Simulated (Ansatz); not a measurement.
**What DFT gives for CsP4Pt2**

```
Pt Cs P
1.0
    -3.27894    4.46125    0.00000
     3.27894    0.00000   10.99035
     3.27894    4.46125    0.00000
Pt Cs P
4 2 8
Direct
  0.28814 0.57628 0.96186
  0.96186 0.92372 0.28814
  0.71186 0.42372 0.03814
  0.03814 0.07628 0.71186
  0.12500 0.25000 0.12500
  0.87500 0.75000 0.87500
  0.11932 0.59446 0.39906
  0.47514 0.59446 0.50648
  0.50648 0.90554 0.47514
  0.39906 0.90554 0.11932
  0.88068 0.40554 0.60094
  0.52486 0.40554 0.49352
  0.49352 0.09446 0.52486
  0.60094 0.09446 0.88068
```

Method: PBE, no spin polarisation; PAW, plane waves to 420 eV, 6×6×6 Γ-centred mesh, fermi-dirac occupations (width 0.1 eV) (Ansatz 0.2.0), atoms fixed.

Problem. How is the charge shared?

Solution. Bader charges in e: Cs +0.72, P -0.03, Pt -0.29. In the mean Cs gives up most and Pt takes most.

Problem. Where is the largest force?

Solution. The largest is on P7 (and as large on other atoms): 1.20 eV/Å, components (-1.05, -0.25, -0.53). It makes 83° with the line to a nearest neighbour, P8 at 2.22 Å.

Problem. Metal or insulator?

Solution. It is a metal, with about 11 states/eV a cell as the mean within 0.25 eV of the Fermi level, mostly P p (45 %) and Pt d (35 %).

Problem. What is the formation energy?

Solution. 0.04 eV an atom against the elements' usual phases (free molecules for gases, crystals otherwise, with no correction for O₂ or N₂), too near zero to call. Relaxing would lower it.

Origin: a known structure type with other elements, at an estimated volume, so it need not be a known compound. Caveats: many states at the Fermi level without spin polarisation, so a magnetic state may lie lower.
